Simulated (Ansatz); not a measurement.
BaTiO3:
```yaml
crystal:
  lattice:
    - [3.97290, 0.00000, 0.00000]
    - [0.00000, 3.97290, 0.00000]
    - [0.00000, 0.00000, 4.11206]
  atoms:
    - { symbol: Ba, position: [0.50000, 0.50000, 0.58499] }
    - { symbol: Ti, position: [0.00000, 0.00000, 0.10305] }
    - { symbol: O, position: [0.00000, 0.50000, 0.06294] }
    - { symbol: O, position: [0.50000, 0.00000, 0.06294] }
    - { symbol: O, position: [0.00000, 0.00000, 0.54607] }
```

Relaxed with r²SCAN. Special points in fractions of this cell's reciprocal vectors: Γ (0.000, 0.000, 0.000); X (0.000, 0.500, 0.000); M (0.500, 0.500, 0.000); Z (0.000, 0.000, 0.500); R (0.000, 0.500, 0.500); A (0.500, 0.500, 0.500).

Problem. List the band energies nearest the valence-band maximum at these points for the program Ansatz at the r²SCAN level (PAW).

Solution. In eV from the valence-band maximum; about four levels below and three above (degenerate sets whole), none deeper than 8.9 eV; points with the same levels are listed once.

| k | below | above |
|---|---|---|
| Γ | -1.33 -0.69 -0.47 -0.47 | 2.23 2.71 2.71 |
| X | -1.93 -1.69 -1.37 -1.17 | 2.79 3.90 3.99 |
| M | -1.98 -1.09 -1.09 -0.04 | 4.02 4.02 4.40 |
| Z | -1.99 -1.98 -0.72 -0.72 | 2.34 3.91 3.91 |
| R | -1.83 -1.07 -1.01 -0.38 | 3.93 3.94 4.27 |
| A | -2.54 -2.54 -0.34 -0.34 0.00 | 4.51 4.51 4.58 |

Space group P4mm. The cell was relaxed with r²SCAN under the symmetry of its start. At this level the phase is dynamically unstable (imaginary phonons). The run is not spin-polarised. Spin–orbit coupling is left out wherever it is not named.

Potentials: the earlier of the program's two PAW sets.
